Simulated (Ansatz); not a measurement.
AlAs:
```cif
data_Al4As4
_chemical_formula_sum 'Al4 As4'
_space_group_name_H-M_alt 'Fm-3m'
_space_group_IT_number 225
_space_group_name_Hall '-F 4 2 3'
_cell_length_a 5.21046
_cell_length_b 5.21046
_cell_length_c 5.21046
_cell_angle_alpha 90.000
_cell_angle_beta 90.000
_cell_angle_gamma 90.000
loop_
_atom_site_label
_atom_site_type_symbol
_atom_site_symmetry_multiplicity
_atom_site_Wyckoff_symbol
_atom_site_fract_x
_atom_site_fract_y
_atom_site_fract_z
_atom_site_occupancy
Al1 Al 4 b 0.50000 0.50000 0.50000 1
As1 As 4 a 0.00000 0.00000 0.00000 1
```
(The calculation used a cell of 2 atoms; values per cell refer to that cell.)

This is the LDA-relaxed structure.

### Question
All from the program Ansatz at the LDA level (PAW), unless another level is named. Estimate the Young's modulus.

### Answer
105 GPa.

### Question
Give the elastic constants (relaxed ions, GPa).

### Answer
C11 = 178, C12 = 48.9, C44 = 28.9.

The workflow started from a Materials Project entry (that database holds measured and hypothetical structures alike); the Crystallography Open Database copy checked does not list it. It is not the phase usual at ambient conditions (space group No. 216). Symmetry was held in the LDA relaxation; its stability against distortions is not shown here. As this level gives no gap, shear constants depend on the k-mesh and smearing (Fermi–Dirac, 0.1 eV here).

Potentials: the later of the program's two PAW sets.
